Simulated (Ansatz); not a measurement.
TiC:
```
CELL_PARAMETERS angstrom
      0.00000     2.16641     2.16641
      2.16641     0.00000     2.16641
      2.16641     2.16641     0.00000
ATOMIC_POSITIONS crystal
  Ti 0.00000 0.00000 0.00000
  C  0.50000 0.50000 0.50000
```

Relaxed with PBE.

**Question.** Map the valence electron density (e/Å³), cut off at 4 on the plane through (0.000, 0.000, 0.000) spanned by u = [1, 0, 0] and v = [0, 1, -1] in lattice vectors, from DFT-PBE in the program Ansatz with PAW potentials.

**Answer.** x is the fraction of u, y of v (the angle between them is 90°; rows are the nearest grid lines); atoms in the plane: Ti at (0.00, 0.00), C at (0.50, 0.50).
```
|@@@@:       :@@@@|
|@@@%:       :%@@@|
|@@@+.       .+@@@|
|@%+:         :+%@|
|::.   .....   .::|
|     ..:::..     |
|    ..:---:..    |
|    .:-===-:.    |
|    .:-=-=-:.    |
|    .:-===-:.    |
|    ..:---:..    |
|     ..:::..     |
|::.   .....   .::|
|@%+:         :+%@|
|@@@+.       .+@@@|
|@@@%:       :%@@@|
|@@@@:       :@@@@|
```
Scale: ten equal steps from 0.203 (start of ' ') to 4.00 (end of '@'), in the order ' .:-=+*#%@'; x runs from 0.000 to 1.00, y from 0.000 (bottom) to 1.00 (top).

The density is the valence pseudo-density with augmentation charge, so density and ELF within about 1 Å of a nucleus are not all-electron values.

Space group Fm-3m (rock salt). The PBE relaxation kept the symmetry of its start; phonons on a q-mesh show no instability. No spin polarisation was allowed.

Potentials: the later of the program's two PAW sets.
